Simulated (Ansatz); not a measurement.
AgW:
```xyz
4
Lattice="4.6009 0.0000 0.0000 0.0000 2.7169 0.0000 0.0000 0.0000 5.2256" Properties=species:S:1:pos:R:3 pbc="T T T"
W      1.1502     0.0000     4.5453
W      3.4507     0.0000     0.6803
Ag     1.1502     1.3584     1.9022
Ag     3.4507     1.3584     3.3234
```

Relaxed with r²SCAN.

Problem. Give the Bader charges and basin volumes of the independent atoms, plane-wave PAW r²SCAN (Ansatz code).

Solution. 

```csv
atom,Bader charge (e),Bader volume (Å³)
W1,+0.31,16.7
Ag3,-0.31,16.0
```

Space group Pmma. The start of the workflow was typed in or built on a structure type; neither database checked (COD, Materials Project) lists it. Its standing as an ambient phase is unchecked. Symmetry was held in the r²SCAN relaxation; its stability against distortions is not shown here. No spin polarisation was allowed. Its formation energy is positive at this level, so the cell may be metastable or incomplete. Spin–orbit coupling is left out wherever it is not named.

Potentials: the earlier of the program's two PAW sets.
